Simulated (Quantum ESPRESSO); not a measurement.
Kohn-Sham bands of Ba(ZnSi)2 (I4/mmm)

```
Ba(ZnSi)2
1.0
    4.50568     0.00000     0.00000
    0.00000     4.50568     0.00000
   -2.25284    -2.25284     5.06712
Ba Zn Si
1 2 2
Cartesian
  0.00000   0.00000   0.00000
  0.00000  -2.25284   2.53356
 -2.25284   0.00000   2.53356
 -2.25284  -2.25284   1.22128
  2.25284   2.25284  -1.22128
```

Materials Project entry mp-1070267; symmetrised, unrelaxed at this level. Not found in the COD (Crystallography Open Database) copy used; not checked further. Computed values, not measurements, from PBEsol: Quantum ESPRESSO (norm-conserving PseudoDojo potentials, cutoff 68 Ry, no spin polarisation, no spin-orbit coupling) on a Γ-centred 4×4×4 mesh, then Wannier90. Density: 8×8×8 mesh, cold smearing 0.01 Ry. Spin-orbit coupling is left out although heavy elements are present.

Energies are relative to the Fermi level; weights are on the orthonormalised atomic waves of the pseudopotential files, averaged over the group. 58 electrons a cell are treated as valence.

| bands | from (eV) | to (eV) | filling | weight on atomic waves |
|---|---|---|---|---|
| 1–2 | -126.12 | -126.12 | filled | ___ |
| 3–8 | -80.40 | -80.39 | filled | ___ |
| 9 | -27.47 | -27.44 | filled | ___ |
| 10–12 | -13.26 | -12.65 | filled | ___ |
| 13–14 | -10.27 | -7.87 | filled | ___ |

Which atomic shells make up each group?


- 1–2, weight on atomic waves: Zn 3s 99 %
- 3–8, weight on atomic waves: Zn 3p 100 %
- 9, weight on atomic waves: Ba 5s 96 %
- 10–12, weight on atomic waves: Ba 5p 92 %
- 13–14, weight on atomic waves: Si 3s 43 %, Zn 3d 31 %, Zn 4s 10 %

No gap over 0.05 eV opens at the Fermi level at this level of theory; semilocal functionals close the gap of some real semiconductors.
